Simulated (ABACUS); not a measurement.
A self-consistent single point of AlNi (Cmmm, 4 atoms in the cell; from Materials Project mp-1228868, changed as shown).

```yaml
crystal:
  lattice:
    - [3.95494, 0.00000, 0.00000]
    - [0.00000, 3.98451, 0.00000]
    - [0.00000, 0.00000, 3.16142]
  atoms:
    - { symbol: Al, position: [0.00000, 0.00000, 0.00000] }
    - { symbol: Al, position: [0.50000, 0.50000, 0.00000] }
    - { symbol: Ni, position: [0.50000, 0.00000, 0.50000] }
    - { symbol: Ni, position: [0.00000, 0.50000, 0.50000] }
```

Method: PBEsol, numerical atomic orbitals TZDP (confined pseudo-atomic orbitals with Gaussian additions; energy shift 0.01 Ry), PseudoDojo 0.4 standard norm-conserving PBEsol (tails mended) pseudopotentials (ABACUS 3.10.1).

ABACUS settings:

- basis: TZDP numerical atomic orbitals, energy shift 0.01 Ry
- KPT: Gamma 10 10 12 0 0 0
- basis_type: lcao
- dft_functional: PBESOL
- ecutwfc: 100 Ry
- smearing_method: fd
- smearing_sigma: 0.00734986 Ry
- potentials: PseudoDojo 0.4 standard norm-conserving PBEsol (tails mended)
- symmetry: 1
- symmetry_prec: 1e-05
- ks_solver: scalapack_gvx
- scf_nmax: 100
- scf_thr: 1.0e-06
- mixing_type: broyden
- mixing_beta: 0.7

Results:

| Item | Result |
|---|---|
| Number of valence electrons | 42 |
| Number of bands | 31 |
| Number of k-points after the program's reduction | 252 |
| Size of the basis | 122 |
| Number of SCF iterations | 9 |
| Free energy E − TS | -9252.6006 eV |
| Fermi level (on the code's own zero) | 13.39 eV |
| Pressure | -8.48 GPa |

Stress (GPa, positive for compression):
```
 -6.17    0.00    0.00
  0.00   -7.56    0.00
  0.00    0.00  -11.70
```

For comparison: a first run was changed to give this one (lattice scaled by 1.02), and from it to this one the free energy rises by 18.1 meV/atom and the pressure goes from 0.87 to -8.48 GPa.

The atom-centred basis is finite, which shifts total energies and pressures against plane waves. The run has no spin polarisation, so moments on Ni cannot form. The structure comes from a collection of computed structures, made at another level of theory; the collection holds predicted forms beside known ones.

Cost on one core: around 40 core-seconds (rough).

The atomic orbitals were generated for these runs; they are not ABACUS's published sets and were checked against plane waves on a few crystals only.

“Tails mended”: in these copies of the files the far tail of each local potential was reset to the Coulomb form.
